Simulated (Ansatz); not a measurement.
RuS2 (Pa-3) from a database of computed structures at its r2SCAN geometry, run in the plane-wave code Ansatz at 2 levels of theory. No magnetic order and no zero-point or thermal motion.

The PBE+SOC input:
```yaml
crystal:
  lattice:
    - [5.6319165433, 0.0, 0.0]
    - [0.0, 5.6319165433, 0.0]
    - [0.0, 0.0, 5.6319165433]
  atoms:
    - { symbol: Ru, position: [0.0, 0.5, 0.5] }
    - { symbol: Ru, position: [0.5, 0.5, 0.0] }
    - { symbol: Ru, position: [0.5, 0.0, 0.5] }
    - { symbol: Ru, position: [0.0, 0.0, 0.0] }
    - { symbol: S, position: [0.3879160855, 0.1120839145, 0.8879160855] }
    - { symbol: S, position: [0.1120839145, 0.8879160855, 0.3879160855] }
    - { symbol: S, position: [0.8879160855, 0.3879160855, 0.1120839145] }
    - { symbol: S, position: [0.6120839145, 0.6120839145, 0.6120839145] }
    - { symbol: S, position: [0.3879160855, 0.3879160855, 0.3879160855] }
    - { symbol: S, position: [0.1120839145, 0.6120839145, 0.8879160855] }
    - { symbol: S, position: [0.8879160855, 0.1120839145, 0.6120839145] }
    - { symbol: S, position: [0.6120839145, 0.8879160855, 0.1120839145] }
kpoints:
  mp_grid: { grid: [4, 4, 4] }
  band_path:
    path:
      - [0.0, 0.0, 0.0]
      - [0.0, 0.5, 0.0]
      - [0.5, 0.5, 0.0]
      - [0.5, 0.5, 0.5]
      - [0.5, 0.0, 0.0]
      - [0.0, 0.0, 0.447917]
    npoints: 1
hamiltonian:
  xc: pbe
scf:
  occupations: { method: fermi_dirac, width: 0.02 }
  n_extra_bands: 14
magnetization:
  noncollinear: true
  spin_orbit: true
output:
  forces: true
  stress: true
  eigenvalues: true
```

Main results, then, where recorded, the levels near the gap in eV from the Fermi energy (columns number the bands from 0), one row a point of the path (Γ, X, M, R, X₁, Γ–X (0.90)):
```
Crystal: 12 atoms, lattice volume = 178.636 Å³
Symmetry: 24 space group operations + 24 with time reversal
Magnetic group: BNS 205.34 (UNI 1536)
```
```
Basis set: ecut = 420 eV, 3431 PW (Γ)
k-points: 11 of 64
SCF 1 converged in 8 iterations: F = -30744.321965 eV  dr2 = 5.23e-8
Free energy (F): -30744.321965 eV
Fermi energy:    13.573179 eV
--- Forces (eV/Å), atoms counted from 1 ---
  atom   1  Ru      0.00000      0.00000      0.00000
  atom   2  Ru      0.00000      0.00000      0.00000
  atom   3  Ru      0.00000      0.00000      0.00000
  atom   4  Ru      0.00000      0.00000      0.00000
  atom   5  S     -0.10804      0.10804    -0.10804
  atom   6  S       0.10804    -0.10804    -0.10804
  atom   7  S     -0.10804    -0.10804      0.10804
  atom   8  S       0.10804      0.10804      0.10804
  atom   9  S     -0.10804    -0.10804    -0.10804
  atom  10  S       0.10804      0.10804    -0.10804
  atom  11  S     -0.10804      0.10804      0.10804
  atom  12  S       0.10804    -0.10804      0.10804
--- Stress (GPa, compression-positive) ---
        1.674360       0.000000       0.000000
        0.000000       1.674360       0.000000
        0.000000       0.000000       1.674360
  P = ⅓ Tr σ = 1.6744 GPa (16.744 kbar)
```
```tsv
band_106	band_107	band_108	band_109	band_110	band_111	band_112	band_113	band_114	band_115	band_116	band_117
-0.895	-0.895	-0.781	-0.781	-0.563	-0.563	0.332	0.332	2.162	2.162	2.162	2.162
-0.644	-0.644	-0.372	-0.372	-0.372	-0.372	1.668	1.668	1.668	1.668	1.904	1.904
-0.486	-0.486	-0.436	-0.436	-0.436	-0.436	2.032	2.032	2.032	2.032	2.050	2.050
-1.013	-1.013	-1.013	-1.013	-1.013	-1.013	1.823	1.823	1.823	1.823	1.823	1.823
-0.644	-0.644	-0.372	-0.372	-0.372	-0.372	1.668	1.668	1.668	1.668	1.904	1.904
-0.572	-0.572	-0.432	-0.432	-0.350	-0.350	1.582	1.582	1.748	1.748	1.814	1.814
```

With PBE+SOC the valence top lies at Γ–X (0.90 of the way from Γ) and the conduction bottom at Γ, 0.68 eV higher; the smallest vertical gap, at Γ, is 0.89 eV.

HSE06. Against the first input these blocks differ (the band path and keys that only write files left aside):
```yaml
hamiltonian:
  xc: hse06
scf:
  occupations: { method: fixed }
  n_extra_bands: 7
```
(magnetization left out)

```
Basis set: ecut = 420 eV, 3431 PW (Γ)
k-points: 11 of 64
SCF 1 stopped early in 5 iterations: F = -30737.992648 eV  dr2 = 1.69e-5
Exchange kernel: α = 0.2500, screened, ω = 0.2079 Å⁻¹, Wigner–Seitz truncation, v(0) = 1046.5516 eV·Å³, q-mesh 4×4×4
SCF 2 stopped early in 9 iterations: F = -30750.950595 eV  dr2 = 7.55e-7
hybrid outer 1: dexx = +2.879e-1 eV, tail = 4.45e-4 eV
SCF 3 converged in 5 iterations: F = -30750.951547 eV  dr2 = 4.90e-10
hybrid outer 2: dexx = +9.289e-6 eV, tail = 2.68e-7 eV, Δε = 1.31e-3 eV, ΔF = 1.52e-3 eV/Å
SCF 4 converged in 4 iterations: F = -30750.951549 eV  dr2 = 6.65e-10
hybrid outer 3: dexx = +8.478e-8 eV, tail = 1.93e-9 eV, Δε = 1.91e-4 eV, ΔF = 1.05e-4 eV/Å
Free energy (F): -30750.951549 eV
Fermi energy:    12.369800 eV
--- Forces (eV/Å), atoms counted from 1 ---
  atom   1  Ru      0.00000      0.00000      0.00000
  atom   2  Ru      0.00000      0.00000      0.00000
  atom   3  Ru      0.00000      0.00000      0.00000
  atom   4  Ru      0.00000      0.00000      0.00000
  atom   5  S       0.23566    -0.23566      0.23566
  atom   6  S     -0.23566      0.23566      0.23566
  atom   7  S       0.23566      0.23566    -0.23566
  atom   8  S     -0.23566    -0.23566    -0.23566
  atom   9  S       0.23566      0.23566      0.23566
  atom  10  S     -0.23566    -0.23566      0.23566
  atom  11  S       0.23566    -0.23566    -0.23566
  atom  12  S     -0.23566      0.23566    -0.23566
--- Stress (GPa, compression-positive) ---
       -3.465675       0.000000       0.000000
        0.000000      -3.465675       0.000000
        0.000000       0.000000      -3.465675
  P = ⅓ Tr σ = -3.4657 GPa (-34.657 kbar)
```
```tsv
band_53	band_54	band_55	band_56	band_57	band_58
-0.366	-0.366	-0.366	1.765	3.868	3.868
-0.220	0.000	0.000	3.292	3.292	3.405
-0.039	-0.039	-0.039	3.609	3.609	3.609
-0.827	-0.827	-0.827	3.585	3.585	3.585
-0.220	0.000	0.000	3.292	3.292	3.405
-0.208	-0.062	0.026	3.208	3.229	3.428
```

HSE06 gives an indirect gap of 1.74 eV, from Γ–X (0.90 of the way from Γ) to Γ; the least direct gap is 2.13 eV at Γ. The mean pressure at these positions is -3.5 GPa, compression counted positive. (The program warns that its thresholds are loose for a hybrid's stress.)

Totals of different functionals, or with and without spin-orbit coupling, can't be compared.

Only the levels marked +SOC include spin-orbit coupling.

The meshes of the hybrids are coarse, so their gaps aren't converged to the digits shown.
